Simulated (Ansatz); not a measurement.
In2Au (cubic Laves (MgCu2 type), Fd-3m) at seven volumes, r²SCAN in the plane-wave PAW code Ansatz, scaled uniformly. One row is withheld.

```
V (Å³/atom)  P (GPa)
-----------  -------
22.641             ?
23.388          3.24
24.134          1.47
24.881          0.00
25.627         -1.20
26.374         -2.19
27.120         -3.00
```

Q: Fit the shown pressures and predict the withheld one.

A: P = (3/2)B₀(x^(7/2) − x^(5/2))[1 + (3/4)(B′ − 4)(x − 1)] with x = (V₀/V)^(2/3). Least squares on the six rows gives V₀ = 24.883 Å³/atom, B₀ = 44.1 GPa, B′ = 5.49. At V = 22.641, x = 1.0650 and P = 5.40 GPa. The run itself gave 5.40 GPa.

A made-up cell: these elements were put on the sites of a structure type; neither database checked (COD, Materials Project) lists it. COD files the formula under space group No. 225, so this cell is another polymorph or a model. Its standing as an ambient phase is unchecked. The cell was relaxed with r²SCAN under the symmetry of its start; its stability against distortions is not shown here. Scalar-relativistic: spin–orbit coupling is off unless named, which matters more the heavier the elements.

Potentials: the earlier of the program's two PAW sets.
